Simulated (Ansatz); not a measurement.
KLuS2:
```
KLuS2
1.0
    1.95449     1.12843     7.23696
   -1.95449     1.12843     7.23696
    0.00000    -2.25685     7.23696
Lu K S
1 1 2
Direct
  0.50000   0.50000   0.50000
  0.00000   0.00000   0.00000
  0.23341   0.23341   0.23341
  0.76659   0.76659   0.76659
```

Relaxed with PBEsol.

### Question
Give the optical modes at the zone centre with their infrared activity from DFPT, DFT-PBEsol in the program Ansatz with PAW potentials.

### Answer
Transverse frequencies, without the LO–TO term; a row sums one degenerate level.

```
ω (cm⁻¹)  degeneracy  IR ((D/Å)²/amu)     activity  symmetry
--------  ----------  ---------------  -----------  --------
100                2             0.13           IR        Eu
164                1             2.20           IR       A2u
184                2            25.62           IR        Eu
219                2             0.00  IR-inactive        Eg
243                1             4.52           IR       A2u
281                1             0.00  IR-inactive       A1g
```

### Question
How high does the top mode go among those that the LO–TO term moves?

### Answer
291 cm⁻¹ for q along x, 291 cm⁻¹ for q along y, 297 cm⁻¹ for q along z.

Space group R-3m. The workflow started from an entry of the Crystallography Open Database (COD, 301 K). Its standing as an ambient phase is unchecked. The PBEsol relaxation kept the symmetry of its start; of distortions, only those at the zone centre were tested. Scalar-relativistic: spin–orbit coupling is off unless named, which matters more the heavier the elements.

Potentials: the later of the program's two PAW sets.
